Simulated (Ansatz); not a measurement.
4 guesses for B5W2 and where they end

Method: DFT PBE, scalar-relativistic, plane waves, PAW (Ansatz). Settings: cutoff 420 eV, Γ-centred meshes spaced at most about 0.3 Å⁻¹, and about 0.25 Å⁻¹ or finer for metals (2π included), Gaussian smearing. No spin polarisation in the final relaxations.

Each guess was relaxed in cell and atoms at zero pressure, within the symmetry of its start. All energies are static (0 K, no zero-point motion). Coordination counts B atoms around W (those within 1.25 times the shortest such distance or 1.15 times the sum of covalent radii; a slash parts the counts of unlike sites).

```tsv
guess	made from	start group	V start (Å³/atom)	end group	V end (Å³/atom)	coordination at the end	gap on mesh (eV)	E over the lowest end (meV/atom)
1	random cell	P4mm	11.4	P4mm	9.9	W 8	0	440
2	a cell as deposited in COD	R-3m	7.8	R-3m	8.5	W 13	0	0
3	random cell	P6/mmm	11.9	?	?	?	?	?
4	random cell	F-43m	11.1	F-43m	11.6	W 4/16	0	1177
```

Guess 3 as it starts:

```cif
data_structure
_symmetry_space_group_name_H-M 'P 1'
_symmetry_Int_Tables_number 1
_cell_length_a 4.7296
_cell_length_b 4.7296
_cell_length_c 4.2899
_cell_angle_alpha 90.000
_cell_angle_beta 90.000
_cell_angle_gamma 120.000
_cell_volume 83.10
loop_
_atom_site_label
_atom_site_type_symbol
_atom_site_fract_x
_atom_site_fract_y
_atom_site_fract_z
_atom_site_occupancy
B1 B 0.50000 0.00000 0.50000 1
B2 B 0.00000 0.50000 0.50000 1
B3 B 0.50000 0.50000 0.50000 1
B4 B 0.33333 0.66667 0.00000 1
B5 B 0.66667 0.33333 0.00000 1
W1 W 0.00000 0.00000 0.50000 1
W2 W 0.00000 0.00000 0.00000 1
```

Q: Fill in the missing row: what does this guess relax into, and where does it rank?

A: It ends in space group P6/mmm (No. 191), with a = 4.187 Å, c = 5.266 Å, 11.4 Å³/atom and no gap. It lies 1.05 eV/atom over the lowest end, above guess 1 and below guess 4. Counting B atoms around W, this end has W 6 and the lowest (guess 2) has W 13. The lowest (guess 2) holds B–B nets (shortest 1.79 Å); in this end the shortest B–B distance is 2.09 Å, near bonding range too.

Space group P6/mmm (No. 191). a = 4.187 Å, b = 4.187 Å, c = 5.266 Å, α = 90.00°, β = 90.00°, γ = 120.00°
| atom | site | symmetry | x | y | z |
| --- | --- | --- | --- | --- | --- |
| B | 3g | mmm | 0.5000 | 0.0000 | 0.5000 |
| B | 2c | -6m2 | 0.3333 | 0.6667 | 0.0000 |
| W | 1b | 6/mmm | 0.0000 | 0.0000 | 0.5000 |
| W | 1a | 6/mmm | 0.0000 | 0.0000 | 0.0000 |

Energies over the elements count from the elements' standard structures at the same level, with no fitted energy shifts.

Q: Is the lowest end bound against the elements?

A: No: its formation energy is +0.25 eV/atom. The separate elements lie lower, so it is unstable against them.

Spin–orbit coupling, which can matter for W, is left out. A magnetic state wasn't ruled out in cells without spin, among them R-3m, P4mm, P6/mmm, F-43m. Cells relaxed within their symmetry can be saddle points. Some types were kept out of the candidates beforehand, so the set may lack a known form.
